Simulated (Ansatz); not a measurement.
Here is the system:

Relaxed W (bcc, W type):

```
W
1.0
   -3.18352     3.18352     3.18352
    0.00000     0.00000     3.18352
    0.00000     3.18352     0.00000
W
2
Direct
  0.00000   0.00000   0.00000
  0.50000   0.00000   0.00000
```

The atoms are displaced by Q × the pattern below (from a DFPT mode at H = (0.5, 0.5, 0.5), largest move 1; Q in Å), at fixed cell. It is one choice among 3 degenerate patterns. (q is in reciprocal vectors of the primitive cell; the cell shown is doubled to hold the pattern.)

```csv
atom,x,y,z
W1,0.000,0.000,-1.000
W2,0.000,0.000,1.000
```

Calculation: PBE (plane waves to 420 eV, PAW, scalar-relativistic; Ansatz, a first-principles code). k mesh 20×20×20 (Γ-centred), Fermi-Dirac smearing 0.05 eV. Energies are smeared free energies. With partly filled bands, energies and forces of such displacements shift with the k mesh and the smearing. Spin-orbit coupling is left out, though W is heavy. W is run without spin polarisation. W was relaxed with its symmetry unable to fall. ΔE is measured from the undisplaced structure.

The scan covers Q from -0.280 to 0.280 Å in 13 points.

Task: Is this a single well or a double well?

Result: A single well with its minimum at or next to zero displacement.

Task: Which space group does the distorted structure have?

Result: P4/nmm (No. 129), lowered from Im-3m.

Task: What is the energy change at Q = 0.280 Å?

Result: 1524 meV/cell.

Task: What harmonic wavenumber does the curvature at Q = 0 give?

Result: 173 cm⁻¹.

(A displaced cell: forces are minus the slopes of the energy, force constants its curvatures, and phonons follow from these.)
